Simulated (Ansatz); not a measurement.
Ansatz (a first-principles code) input:

Ansatz 0.2 input:
```yaml
crystal:
  lattice:
    - [0.0, 2.5734069335, 2.5734069335]
    - [2.5734069335, 0.0, 2.5734069335]
    - [2.5734069335, 2.5734069335, 0.0]
  atoms:
    - { symbol: Se, position: [0.75, 0.75, 0.75] }
    - { symbol: Be, position: [0.0, 0.0, 0.0] }
kpoints:
  mp_grid: { grid: [7, 7, 7] }
hamiltonian:
  xc: hse06
  pseudopotentials: { kind: paw }
magnetization: { noncollinear: true, spin_orbit: true }
scf:
  n_extra_bands: 12
  occupations: { method: gaussian, width: 0.02 }
output:
  eigenvalues: true
  eigenstates:
    e_range: [-9.0, 13.2]
    kpoints:
      - [0.0, 0.0, 0.0]  # VBM
      - [0.5, 0.0, 0.5]  # CBM
      - [0.0, 0.0, 0.0]  # GAMMA
      - [0.5, 0.0, 0.5]  # X
      - [0.5, 0.5, 0.5]  # L
      - [0.5, 0.25, 0.75]  # W
      - [0.375, 0.375, 0.75]  # K
      - [0.625, 0.25, 0.625]  # U
```

Output (shortened):

```
Pseudopotential: Se, paw_fr, valence charge 16
Pseudopotential: Be, paw_fr, valence charge 2
Functional definition: HSE06
non-collinear run that drives no moment, with spin-orbit …
Crystal: 2 atoms, lattice volume = 34.084 Å³
Basis set: ecut = 420 eV, 645 PW (Γ)
Bands: 30, of which v1, the nominal top of the filled ones, is band 18 counted from 1 (17 counted from 0)
Symmetry: 24 space group operations + 24 with time reversal
k-points: 20 of 343 (time reversal used)
Projection manifold: j_resolved (fully-relativistic pseudo-atomic orbitals)
SCF iter   1: F=—  HF=-5563.697637 eV  |F-HF|=—  |Δ(HF+E_count)|=         —  Δρ=3.69e-2  dr2=4.49e-1  dr2_m=0.00e0 (ungated)  ethr=1.00e-1  |M|=0.00e0 ∫|m|=0.00e0 μB  |m|>n=0.0e0 m-floor=0.0e0 τ_xc=0.0e0  β_m=0.30  ⟨swp⟩=6.0  Hψ=2234  notcnv=0
preconditioner: auto → none
SCF iter   2: F=—  HF=-5563.627934 eV  |F-HF|=—  |Δ(HF+E_count)|=   6.97e-2  Δρ=2.40e-2  dr2=1.79e-1  dr2_m=0.00e0 (ungated)  ethr=2.49e-3  |M|=0.00e0 ∫|m|=0.00e0 μB  |m|>n=0.0e0 m-floor=0.0e0 τ_xc=0.0e0  β_m=0.56  ⟨swp⟩=2.9  Hψ=1256  notcnv=0  defer=4
iter 3 solved again at ethr=6.11e-6 eV; its pass at ethr=9.95e-4 eV (dr2=1.10e-3 eV) is discarded
SCF iter   3: F=—  HF=-5563.594223 eV  |F-HF|=—  |Δ(HF+E_count)|=   3.37e-2  Δρ=2.61e-3  dr2=1.15e-3  dr2_m=0.00e0 (ungated)  ethr=6.11e-6  |M|=0.00e0 ∫|m|=0.00e0 μB  |m|>n=0.0e0 m-floor=0.0e0 τ_xc=0.0e0  β_m=0.69  ⟨swp⟩=4.5  Hψ=3149  notcnv=0  defer=11
SCF iter   4: F=-5563.594739 eV  HF=-5563.594738 eV  |F-HF|=9.83e-7  |Δ(HF+E_count)|=   5.15e-4  Δρ=3.29e-4  dr2=1.77e-5  dr2_m=0.00e0 (ungated)  ethr=6.11e-6  |M|=0.00e0 ∫|m|=0.00e0 μB  |m|>n=0.0e0 m-floor=0.0e0 τ_xc=0.0e0  ⟨swp⟩=3.1  Hψ=1268  notcnv=0  defer=8
SCF 1 stopped early in 4 iterations: F = -5563.594739 eV  dr2 = 1.77e-5
Crystal: 2 atoms, lattice volume = 34.084 Å³
Projection manifold: j_resolved (fully-relativistic pseudo-atomic orbitals)
Exchange kernel: α = 0.2500, screened, ω = 0.2079 Å⁻¹, Wigner–Seitz truncation, v(0) = 1046.8134 eV·Å³, q-mesh 7×7×7, nearest image of the exchange supercell L …
Frozen-core exchange: fock
SCF iter   1: F=—  HF=-5564.421231 eV  |F-HF|=—  |Δ(HF+E_count)|=         —  Δρ=3.58e-3  dr2=4.10e-3  dr2_m=0.00e0 (ungated)  ethr=9.84e-7  |M|=0.00e0 ∫|m|=0.00e0 μB  |m|>n=0.0e0 m-floor=0.0e0 τ_xc=0.0e0  β_m=0.30  ⟨swp⟩=6.3  Hψ=2702  notcnv=0
preconditioner: auto → none
SCF iter   2: F=—  HF=-5564.417061 eV  |F-HF|=—  |Δ(HF+E_count)|=   4.17e-3  Δρ=2.63e-3  dr2=1.54e-3  dr2_m=0.00e0 (ungated)  ethr=9.84e-7  |M|=0.00e0 ∫|m|=0.00e0 μB  |m|>n=0.0e0 m-floor=0.0e0 τ_xc=0.0e0  β_m=0.43  ⟨swp⟩=4.0  Hψ=1762  notcnv=0
SCF iter   3: F=—  HF=-5564.416113 eV  |F-HF|=—  |Δ(HF+E_count)|=   9.48e-4  Δρ=8.73e-4  dr2=2.58e-4  dr2_m=0.00e0 (ungated)  ethr=9.84e-7  |M|=0.00e0 ∫|m|=0.00e0 μB  |m|>n=0.0e0 m-floor=0.0e0 τ_xc=0.0e0  β_m=0.57  ⟨swp⟩=3.0  Hψ=1572  notcnv=0
SCF iter   4: F=—  HF=-5564.418918 eV  |F-HF|=—  |Δ(HF+E_count)|=   2.80e-3  Δρ=3.32e-4  dr2=2.14e-5  dr2_m=0.00e0 (ungated)  ethr=5.61e-7  |M|=0.00e0 ∫|m|=0.00e0 μB  |m|>n=0.0e0 m-floor=0.0e0 τ_xc=0.0e0  β_m=0.57  ⟨swp⟩=3.8  Hψ=1596  notcnv=0
SCF iter   5: F=-5564.418903 eV  HF=-5564.418903 eV  |F-HF|=4.94e-9  |Δ(HF+E_count)|=   1.47e-5  Δρ=3.82e-5  dr2=1.27e-6  dr2_m=0.00e0 (ungated)  ethr=1.13e-7  |M|=0.00e0 ∫|m|=0.00e0 μB  |m|>n=0.0e0 m-floor=0.0e0 τ_xc=0.0e0  ⟨swp⟩=3.0  Hψ=1320  notcnv=0
SCF 2 stopped early in 5 iterations: F = -5564.418903 eV  dr2 = 1.27e-6
hybrid outer 1: dexx = +3.059e-3 eV, tail = 4.44e-5 eV
Crystal: 2 atoms, lattice volume = 34.084 Å³
Projection manifold: j_resolved (fully-relativistic pseudo-atomic orbitals)
Exchange kernel: α = 0.2500, screened, ω = 0.2079 Å⁻¹, Wigner–Seitz truncation, v(0) = 1046.8134 eV·Å³, q-mesh 7×7×7, nearest image of the exchange supercell L …
Frozen-core exchange: fock
SCF iter   1: F=—  HF=-5564.419053 eV  |F-HF|=—  |Δ(HF+E_count)|=         —  Δρ=4.82e-5  dr2=3.36e-7  dr2_m=0.00e0 (ungated)  ethr=1.23e-6  |M|=0.00e0 ∫|m|=0.00e0 μB  |m|>n=0.0e0 m-floor=0.0e0 τ_xc=0.0e0  β_m=0.30  ⟨swp⟩=4.2  Hψ=1348  notcnv=0
preconditioner: auto → none
iter 2 solved again at ethr=1.41e-10 eV; its pass at ethr=1.68e-9 eV (dr2=2.54e-8 eV) is discarded
SCF iter   2: F=-5564.419054 eV  HF=-5564.419054 eV  |F-HF|=8.65e-9  |Δ(HF+E_count)|=   4.09e-8  Δρ=1.63e-5  dr2=5.56e-8  dr2_m=0.00e0 (ungated)  ethr=1.41e-10  |M|=0.00e0 ∫|m|=0.00e0 μB  |m|>n=0.0e0 m-floor=0.0e0 τ_xc=0.0e0  ⟨swp⟩=2.4  Hψ=2585  notcnv=0  defer=11
SCF 3 converged in 2 iterations: F = -5564.419054 eV  dr2 = 5.56e-8
hybrid outer 2: dexx = +3.575e-7 eV, tail = 1.60e-7 eV, Δε = 2.21e-3 eV (about 2.87e-4 eV left of the loop's levels)
NSCF: frozen V_eff on 8 k-points
hybrid SCF converged: 2 outer / 7 inner (+4 warm-up), last move |dexx| = 3.57e-7 eV, tail = 1.60e-7 eV
Stability not checked (fock_operator)
Magnetization: |M| = 0.0000 μB,  M = (+0.0000, +0.0000, +0.0000) μB
Absolute magnetization: 0.0000 μB (∫|m|)
  site 0: m = (+0.0000, +0.0000, +0.0000) μB, |m| = 0.0000 μB  (R = 0.92 Å)
  site 1: m = (+0.0000, +0.0000, +0.0000) μB, |m| = 0.0000 μB  (R = 0.92 Å)
Free energy (F): -5564.419054 eV
Frozen-core exchange: fock
Harris-Foulkes:  -5564.419054 eV  (|F-HF|=8.65e-9)
Internal energy: -5564.419054 eV  (E = F + TS)
E sigma→0 (E₀):  -5564.419054 eV
Fermi energy:    8.262546 eV
--- Per-component energies (eV) ---
  E_band       = -434.196983
  E_kinetic    = 138.546802
  E_local      = -2523.374328  (includes V_loc(G=0)·N_el)
  E_nonlocal   = -592.399139
  E_hartree    = 1247.098015
  E_xc         = -100.211638
  E_vxc        = -96.027165  (∫ρ·V_xc dr)
  E_exx        = -71.153730  (= α·E_x^exact, valence–valence)
  E_paw        = -1922.484550  (= ΣΔE_a)
  E_vpaw       = 287.172052  (= ΣTr[D̂ρ^β])
  E_aug_tail   = -0.000545  (compensation charges beyond the density's cutoff)
  E_ewald      = -1739.362201
  E_core_change = -1.077741  (= ΣΔE_core)
  E_smearing   =  0.000000  (= −TS)
  E_closure    =  0.000000  (closes the sum)
  Σ components = -5564.419054   (vs F -5564.419054, Δ=0.00e0)
  [band-id]    e_kinetic+e_local+e_nonlocal+2·e_hartree+e_vxc+2·e_exx+e_vpaw+e_augmentation_tail = -434.193753   (vs E_band -434.196983, Δ=3.23e-3)
--- Band table (eV; the first three rows and the last of 20) ---
  k-point 0: bands = ["-44.4839", "-44.4839", "-44.4839", "-44.4839", "-43.5745", "-43.5745", "-43.5704", "-43.5704", "-43.5704", "-43.5704", "-8.6992", "-8.6992", "6.0668", "6.0668", "6.5362", "6.5362", "6.5362", "6.5362", "11.8267", "11.8267", "12.4434", …
  k-point 1: bands = ["-44.4839", "-44.4839", "-44.4838", "-44.4838", "-43.5744", "-43.5744", "-43.5704", "-43.5704", "-43.5703", "-43.5702", "-8.4770", "-8.4770", "4.6519", "4.6519", "5.9755", "5.9755", "6.2483", "6.2483", "11.9997", "11.9997", "12.9068", …
  k-point 2: bands = ["-44.4839", "-44.4838", "-44.4834", "-44.4834", "-43.5740", "-43.5740", "-43.5704", "-43.5704", "-43.5699", "-43.5698", "-7.8937", "-7.8937", "2.0953", "2.0953", "5.4595", "5.4595", "5.7306", "5.7308", "11.8562", "11.8562", "13.4619", …
  k-point 19: bands = ["-44.4834", "-44.4833", "-44.4833", "-44.4831", "-43.5735", "-43.5734", "-43.5700", "-43.5699", "-43.5697", "-43.5697", "-6.6769", "-6.6767", "1.3484", "1.5076", "1.9505", "2.1338", "3.4465", "3.4853", "12.4556", "12.4857", "14.8802", …
```

Cost: about 4 core-minutes (a rough figure) on shared cores.

The points marked VBM and CBM come from a semilocal run.

Space group F-43m (zinc blende). The cell was relaxed with HSE06 under the symmetry of its start.

Potentials: the later of the program's two PAW sets.

Ansatz is a plane-wave DFT program.
